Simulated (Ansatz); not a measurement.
Recipe of this trial structure of LaO4: random cell by space group and Wyckoff sites (P-4m2, No. 115). Its size is a rough estimate.

```xyz
5
Lattice="3.9284 0.0000 0.0000 0.0000 3.9284 0.0000 0.0000 0.0000 4.6349" Properties=species:S:1:pos:R:3 pbc="T T T"
La    1.9642    1.9642    0.0000
O     1.9642    1.9642    1.5823
O     1.9642    1.9642    3.0526
O     0.0000    1.9642    2.9252
O     1.9642    0.0000    1.7097
```

Theory: DFT PBE, scalar-relativistic, plane waves, PAW in Ansatz. Cutoff 420 eV, Gaussian smearing, Γ-centred meshes. Cell and atoms relax first on a coarse mesh and then on a finer one. In between, the cell is made exact in the group found at 0.06 Å. In metals the finer mesh still leaves noise of several meV/atom or more. The steps can't lower the symmetry of their start. No spin polarisation.

A guess keeps its type if space group and coordination stay and the shape of the cell changes little (axis ratios within about 15 %, angles within 6°); the volume may change.

Question: Does this structure survive the relaxation?

Answer: It doesn't keep its type. The symmetry stays P-4m2 (No. 115). The volume per atom grows by 54.5 %, from 14.3 to 22.1 Å³. The shortest distance goes from 1.47 Å (O–O) to 1.22 Å (O–O). The ratio c/a of the conventional cell changes by a factor of 1.38. Counting neighbours within 15 % of an atom's shortest distance, the start has La 2, O 2 and the end La 4, O 1/2. In detail, at the end La has 4 O at 2.27 Å and 2 O at 2.72 Å; O on its first site is surrounded by 1 O at 1.22 Å, 2 O at 2.67 Å and 1 La at 2.72 Å; around O on its second site lie 2 La at 2.27 Å and 2 O at 2.67 Å.

```
CELL_PARAMETERS angstrom
4.07634 0.00000 0.00000
0.00000 4.07634 0.00000
0.00000 0.00000 6.65071
ATOMIC_POSITIONS crystal
La 0.50000 0.50000 0.00000
O 0.50000 0.50000 0.40838
O 0.50000 0.50000 0.59162
O 0.00000 0.50000 0.85054
O 0.50000 0.00000 0.14946
```

The last run used a 10×10×6 mesh (in the run's order of axes) for its 5-atom cell and Gaussian smearing of 0.10 eV. An odd number of electrons in the primitive cell allows no gap without spin; a larger cell or a magnetic state could open one. The cell is a metal run without spin; a magnetic state may lie lower. A structure relaxed within its symmetry needn't be a true minimum. Another cell of LaO4 relaxed alike, in P6/mmm, lies 159 meV/atom lower, so this cell isn't the stable form at this level.

In counts of neighbours, a slash parts the counts of unlike sites.
